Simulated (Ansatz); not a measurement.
# Relaxing a structure of VBiO4

The start is a generated trial cell of VBiO4 in the scheelite structure type. A full variable-cell relaxation at zero pressure is run with PBE (plane waves to 420 eV, PAW, scalar-relativistic; Ansatz, a first-principles code). The first steps use a coarse 5×5×5 k-mesh.

Starting cell:
```yaml
crystal:
  lattice:
    - [-2.55421, 2.55421, 5.54199]
    - [2.55421, -2.55421, 5.54199]
    - [2.55421, 2.55421, -5.54199]
  atoms:
    - { symbol: Bi, position: [0.75000, 0.25000, 0.50000] }
    - { symbol: Bi, position: [0.00000, 0.00000, 0.00000] }
    - { symbol: V, position: [0.25000, 0.75000, 0.50000] }
    - { symbol: V, position: [0.50000, 0.50000, 0.00000] }
    - { symbol: O, position: [0.09420, 0.98630, 0.40930] }
    - { symbol: O, position: [0.57700, 0.68490, 0.59070] }
    - { symbol: O, position: [0.73630, 0.82700, 0.39210] }
    - { symbol: O, position: [0.43490, 0.34420, 0.60790] }
    - { symbol: O, position: [0.65580, 0.26370, 0.09070] }
    - { symbol: O, position: [0.17300, 0.56510, 0.90930] }
    - { symbol: O, position: [0.01370, 0.42300, 0.10790] }
    - { symbol: O, position: [0.31510, 0.90580, 0.89210] }
```
Spin-polarised start, with parallel moments on V.

Task: What pressure does the first self-consistent step give?

Result: +10.0 GPa (positive: the cell is compressed).

Task: What is the largest force in the starting geometry, and on which atom (counted from 1)?

Result: 0.48 eV/Å, on O5, O6, O7, O8, O9, O10, O11, O12 (atoms numbered as listed).

Task: By how much does the energy per atom fall from start to end?

Result: 0.05 eV/atom.

Task: How does the volume per atom move from start to end?

Result: +8.7 %, from 12.05 to 13.10 Å³/atom.

Task: How do the shortest distances between atoms change?

Result: The closest pairs of elements (up to four, under 3.6 Å), start → end: O–V 1.74 → 1.74 Å; Bi–O 2.38 → 2.45 Å; O–O 2.70 → 2.78 Å.

Task: What band gap does the relaxed structure have at this level?

Result: 2.27 eV, direct within 0.03 eV (at k = (0.1429, -0.1429, -0.2857)) (no spin-orbit coupling).

Task: What magnetic moments remain?

Result: Zero (the starting moments vanished).

Task: What does it relax into? Give the structure.

Result: 
Space group I4₁/a, origin choice 1 (No. 88); a = 5.166 Å, b = 5.166 Å, c = 11.779 Å, α = 90.00°, β = 90.00°, γ = 90.00°

| atom | site | symmetry | x | y | z |
|---|---|---|---|---|---|
| Bi | 4a | -4.. | 0.0000 | 0.0000 | 0.0000 |
| V | 4b | -4.. | 0.0000 | 0.0000 | 0.5000 |
| O | 16f | 1 | 0.2509 | 0.3616 | 0.0781 |
(The calculation used a cell of 12 atoms; values per cell refer to that cell.)

The space group stays I4₁/a (No. 88) (the run could not lower it), with 12 atoms in the primitive cell. Final values are on a 7×7×7 k-mesh of the relaxed cell. No spin polarisation in the result: the starting moments vanished. The d or f electrons are treated with no Hubbard U. Without spin-orbit coupling the bands of the heavy element are not split, so the gap can be far off.

The run could not lose the symmetry of its start.

The first start was generated by placing the elements on the sites of a structure type. A measured structure of VBiO4 has the same space group, I4₁/a (No. 88); the sites were not compared with it.
